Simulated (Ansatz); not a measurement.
A relaxed cell of BeS₂ is given with its symmetry left out. The cell was found from a structure generator's guess, not taken from experiment.

The calculation used DFT PBE, scalar-relativistic, plane waves, PAW (Ansatz 0.2.0). Cutoff 420 eV, Γ-centred mesh, Gaussian smearing, no spin polarisation.

```
Be S
1.0
    -2.21206    2.21206    2.49525
     2.21206   -2.21206    2.49525
     2.21206    2.21206   -2.49525
Be S
1 2
Direct
  0.00000 0.00000 0.00000
  0.50000 0.00000 0.50000
  0.00000 0.50000 0.50000
```

Energies over the elements count from the elements' standard structures at the same level, with no fitted energy shifts.

Problem. What space group does it have?

Solution. I4/mmm (No. 139). Conventional cell: a = 4.424 Å, c = 4.991 Å. Be is surrounded by 4 S at 2.21 Å; around S lie 2 Be at 2.21 Å and 2 S at 2.50 Å.

Problem. How far does it lie from the elements in energy?

Solution. +0.19 eV/atom. It can't be a ground state, since the elements alone are lower.

Problem. Is it a metal?

Solution. Yes, bands cross the Fermi level on the 14×14×14 mesh.

The last run used a 14×14×14 mesh for its 3-atom cell and Gaussian smearing of 0.10 eV. The reference form of S is held partly by dispersion forces, which this level lacks. Symmetry constrained the relaxation, so the result can be a saddle point. Another cell of BeS2 relaxed alike, in P-3m1, lies 196 meV/atom lower, so this cell isn't the stable form at this level.
